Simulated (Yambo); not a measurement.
Ag$_{2}$S (space group P2_1/c, No. 14), G0W0@PBEsol in Yambo with this input:

```
rim_cut
gw0
dyson
el_el_corr
HF_and_locXC
ppa
em1d
RandQpts= 1000000
RandGvec= 1 Ry
EXXRLvcs= 82 Ry
VXCRLvcs= 328 Ry
Chimod= "HARTREE"
% BndsRnXp
 33 | 328 |
%
NGsBlkXp= 6 Ry
% LongDrXp
 1.0 | 1.0 | 1.0 |
%
PPAPntXp= 27.2114 eV
% GbndRnge
 1 | 328 |
%
GTermKind= "BG"
DysSolver= "n"
ExtendOut
```

On a 4×2×1 mesh, with wavefunctions cut at 82 Ry, the gap (Γ → (-0.5, 0, 0)) is 1.977 eV and the valence edge shifts by -0.386 eV.

Problem. What happens with this change: 184 bands in W?

Solution. The gap rises by 0.144 eV, to 2.121 eV; the shift of the valence edge becomes -0.270 eV. Neither run is shown to be the converged limit. In the run with 328 bands and a 6 Ry block, which covers more k points, the smallest G0W0 gap is 1.85 eV, Γ → Γ. The mesh misses a band edge: along a dense path the PBEsol gap is 1.05 eV against 1.20 eV on the mesh.

Spin-orbit coupling is not included.

Geometry of the Materials Project entry, not relaxed at this level; primitive cell a = 4.5544 Å, b = 7.0211 Å, c = 9.3436 Å, α = γ = 90.00°, β = 117.39°.

A shift is the quasiparticle energy of the state minus its PBEsol energy.
